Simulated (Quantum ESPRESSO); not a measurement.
**How NMR parameters follow strain in SiC (P6₃mc)**

```xyz
8
Lattice="3.0757 0.0000 0.0000 -1.5378 2.6636 0.0000 0.0000 0.0000 10.0707" Properties=species:S:1:pos:R:3 pbc="T T T"
Si     1.5378     0.8879     9.4447
Si     0.0000     1.7757     4.4093
Si     0.0000     0.0000     6.9275
Si     0.0000     0.0000     1.8922
C      1.5378     0.8879     7.5510
C      0.0000     1.7757     2.5156
C      0.0000     0.0000     5.0400
C      0.0000     0.0000     0.0046
```
Geometry: a computed entry of the Materials Project; it was not checked against measured cells. It is SiC in P6₃mc, a polytype of 4 double layers. Stability against distortions was not tested.

Isotropic strain: all lattice vectors are scaled together, so the volume changes by about three times as much; fractional positions kept.

Method: shieldings by GIPAW with PBE in a modified build of Quantum ESPRESSO, on JTH PAW datasets, 20 Ha, k-mesh 9×9×3 shifted, f-sum rule met within 0.051 %. Values are those of the named site's first atom. Shieldings are absolute and leave out the bulk-susceptibility term; a larger σ means a smaller chemical shift. By our sweeps, such settings leave a few ppm in absolute σ. The datasets of Si hold no d projectors, which limits absolute σ on these atoms.

Unchanged cell: σ_iso Si1 (ppm) = 359.7, σ_iso Si2 (ppm) = 363.4, σ_iso C1 (ppm) = 142.1, σ_iso C2 (ppm) = 151.1.

**Question.** How do these values move along the path (lattice scale factor: 0.98, 1.02)?

**Answer.** 
```
lattice scale factor  σ_iso Si1 (ppm)  σ_iso Si2 (ppm)  σ_iso C1 (ppm)  σ_iso C2 (ppm)
--------------------  ---------------  ---------------  --------------  --------------
0.98                            367.6            370.3           149.8           159.0
1                               359.7            363.4           142.1           151.1
1.02                            350.8            355.4           133.2           142.0
```
